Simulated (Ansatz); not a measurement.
## Ansatz 0.2.0, settings compared: LiTe$_{3}$P

Launch command:

```bash
ansatz run input.yaml --threads 1 --pin off --max-ram 2560MiB --backend cpu --events-out ev --progress --plain --runs-dir out
```

The input file (Ansatz 0.2.0, plane waves):

```yaml
crystal:
  lattice:
    - [6.186033, 3.899523, 0.0]
    - [6.186033, -3.899523, 0.0]
    - [4.224852, 0.0, -5.907373]
  atoms:
    - { symbol: Li, position: [0.2407, 0.7593, 0.0] }
    - { symbol: Li, position: [0.7593, 0.2407, 0.0] }
    - { symbol: P, position: [0.1539, 0.1539, 0.4194] }
    - { symbol: P, position: [0.8461, 0.8461, 0.5806] }
    - { symbol: Te, position: [0.7788, 0.2212, 0.5] }
    - { symbol: Te, position: [0.2212, 0.7788, 0.5] }
    - { symbol: Te, position: [0.1978, 0.1978, 0.6739] }
    - { symbol: Te, position: [0.8022, 0.8022, 0.3261] }
    - { symbol: Te, position: [0.3192, 0.3192, 0.0615] }
    - { symbol: Te, position: [0.6808, 0.6808, 0.9385] }
  symmetry: { tolerance: 0.0003 }
kpoints:
  mp_grid: { grid: [3, 3, 3], shift: [0, 0, 0] }
magnetization:
  spin_polarized: false
scf:
  occupations: { method: fermi_dirac }
hamiltonian:
  pseudopotentials: { kind: paw }
  xc: r2scan
basis:
  ecutwfc: 500
output:
  forces: true
  stress: true
  eigenvalues: true
```

Origin of the cell: a known structure type with other elements, at an estimated volume, so it need not be a known compound.

The smearing width isn't typed, so it takes its default of 0.1 eV.

Output of this run (shortened):

```
Pseudopotentials: kind: paw
Pseudopotential: Li, paw, valence charge 3, recommended cutoff 500 eV (meta_gga), Li.paw.azcp
Pseudopotential: P, paw, valence charge 5, recommended cutoff 500 eV (meta_gga), P.paw.azcp
Pseudopotential: Te, paw, valence charge 16, recommended cutoff 500 eV (meta_gga), Te.paw.azcp
Functional definition: r2SCAN
  exchange = r2scan_x(k0 = k0, k1 = k1, a1 = a1)
  correlation = r2scan_c
Crystal: 10 atoms, lattice volume = 285.002 Å³
Basis set: ecut = 500 eV, 7249 PW (Γ), exchange–correlation on 216×216×216 points (64 copies of the dense FFT grid, shifted against one another)
Bands: 68, of which v1, the nominal top of the filled ones, is band 56 counted from 1 (55 counted from 0)
Symmetry: 4 space group operations
[… 10 lines left out …]
Initial density: superposition of atomic densities (neutral atoms: chi_scale 0, normalization atom), corrected by the library's trained network
Functional: x = r2scan, c = r2scan; τ floored in thin density (d = 2e-4 eV/Å³)
SCF iter   1: F=—  HF=-43897.174570 eV  Δρ=4.13e-3  dr2=1.16e-1  dr2_τ=5.61e-2  defer=4
SCF iter   2: F=—  HF=-43897.282274 eV  Δρ=1.97e-3  dr2=1.15e-2  dr2_τ=8.97e-4  defer=14
SCF iter   3: F=—  HF=-43897.281413 eV  Δρ=1.13e-3  dr2=3.93e-3  dr2_τ=9.34e-5  defer=4
SCF iter   4: F=—  HF=-43897.281909 eV  Δρ=1.66e-4  dr2=9.63e-5  dr2_τ=4.19e-6  defer=4
SCF iter   5: F=—  HF=-43897.281927 eV  Δρ=5.96e-5  dr2=1.19e-5  dr2_τ=2.07e-7  defer=4
SCF iter   6: F=—  HF=-43897.281933 eV  Δρ=9.01e-6  dr2=3.23e-7  dr2_τ=1.17e-8  defer=4
SCF iter   7: F=-43897.281933 eV  HF=-43897.281933 eV  Δρ=3.22e-6  dr2=4.00e-8  dr2_τ=5.47e-10
SCF 1 converged in 7 iterations: F = -43897.281933 eV  dr2 = 4.00e-8
SCF converged after 7 iterations
Free energy (F): -43897.281933 eV
Harris-Foulkes:  -43897.281933 eV  (|F-HF|=5.38e-10)
Internal energy: -43897.276217 eV  (E = F + TS)
E sigma→0 (E₀):  -43897.279075 eV
Entropy (-TS):   -0.005716 eV (-0.572 meV/atom)
Fermi energy:    7.235431 eV
--- Per-component energies (eV) ---
  E_band       = -1959.379364
  E_kinetic    = 1290.109809
  E_local      = -9357.361017  (includes V_loc(G=0)·N_el)
  E_nonlocal   = -1858.961314
  E_hartree    = 5579.379122
  E_xc         = -837.337532
  E_vxc        = -842.295754  (∫ρ·V_xc dr)
  E_paw        = -29316.057113  (= ΣΔE_a)
  E_vpaw       = -2399.083282  (= ΣTr[D̂ρ^β])
  E_aug_tail   = -0.000432  (compensation charges beyond the density's cutoff)
  E_vtau       = 49.446354  (kinetic-family band-sum trace: ∫τ·v_τ [+ j·A + Jᵃ·Aᵃ] dr)
  E_ewald      = -9398.575188
  E_core_change = 1.527448  (= ΣΔE_core)
  E_smearing   = -0.005716  (= −TS)
  Σ components = -43897.281933   (vs F -43897.281933, Δ=0.00e0)
--- Forces (eV/Å), atoms counted from 1 ---
  atom   1  Li     0.000000    -0.013206     0.000000
[… 4 lines left out …]
  atom   6  Te     0.000000     3.117874     0.000000
  atom   7  Te     3.396624     0.000000    -2.634589
  atom   8  Te    -3.396624     0.000000     2.634589
  atom   9  Te     1.003283     0.000000     4.293233
  atom  10  Te    -1.003283     0.000000    -4.293233
  max |Σ_I F_I| component: 2.22e-16 eV/Å
--- Stress (GPa, compression-positive) ---
       11.721178       0.000000      -0.697764
        0.000000       6.486434       0.000000
       -0.697764       0.000000      16.565153
  P = ⅓ Tr σ = 11.5909 GPa (115.909 kbar)
```

The same input was run again with these changes:

1. `scf.occupations.width` default → 0.1
2. `scf.initial_density.chi_scale` default → 0.3
3. `scf.convergence.dr2_threshold` default → 1.0e-08
4. `scf.eigensolver.kind` default → davidson; `basis.ecutrho_ratio` default → 9

```json
{"run": "base", "end": "converged", "SCF iterations": "7", "P (GPa)": "11.59", "max force component (eV/Å)": "4.293", "gap on mesh (eV)": "0.81", "moment (μB)": "–", "ΔE(σ→0) (meV/atom)": "0"}
{"run": "1", "end": "converged", "SCF iterations": "7", "P (GPa)": "11.59", "max force component (eV/Å)": "4.293", "gap on mesh (eV)": "0.81", "moment (μB)": "–", "ΔE(σ→0) (meV/atom)": "0.00"}
{"run": "2", "end": "converged", "SCF iterations": "9", "P (GPa)": "11.59", "max force component (eV/Å)": "4.293", "gap on mesh (eV)": "0.81", "moment (μB)": "–", "ΔE(σ→0) (meV/atom)": "0.00"}
{"run": "3", "end": "converged", "SCF iterations": "8", "P (GPa)": "11.59", "max force component (eV/Å)": "4.293", "gap on mesh (eV)": "0.81", "moment (μB)": "–", "ΔE(σ→0) (meV/atom)": "0.00"}
{"run": "4", "end": "converged", "SCF iterations": "7", "P (GPa)": "11.59", "max force component (eV/Å)": "4.293", "gap on mesh (eV)": "0.81", "moment (μB)": "–", "ΔE(σ→0) (meV/atom)": "0.00"}
```

Energies are compared only where functional, datasets, charge and starting cell are the same.

Caveats of the base run: no spin-orbit coupling, though heavy elements are present.

The base run ran for 13 s of wall time on 1 CPU thread(s) of a shared host, from the program's own first density.
